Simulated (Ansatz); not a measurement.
SrO (rock salt, Fm-3m) under volume change, plane-wave PAW PBEsol (Ansatz code), scaled uniformly.

```csv
V (Å³/atom),E − E(relaxed) (meV/atom),P (GPa)
15.289,47.4,10.95
15.793,19.8,6.67
16.297,?,?
16.802,0.0,-0.01
17.306,?,?
17.810,16.0,-4.80
18.314,34.1,-6.66
```

Q: Some entries are withheld; supply them.

A: 
- 16.297, E − E(relaxed) (meV/atom): 4.7
- 16.297, P (GPa): 3.05
- 17.306, E − E(relaxed) (meV/atom): 4.3
- 17.306, P (GPa): -2.60

Q: What does a third-order Birch–Murnaghan fit give for V₀, B₀ and B′?

A: V₀ = 16.80 Å³/atom, B₀ = 93.8 GPa, B′ = 4.5.

Symmetry was held in the PBEsol relaxation.

Potentials: the later of the program's two PAW sets.
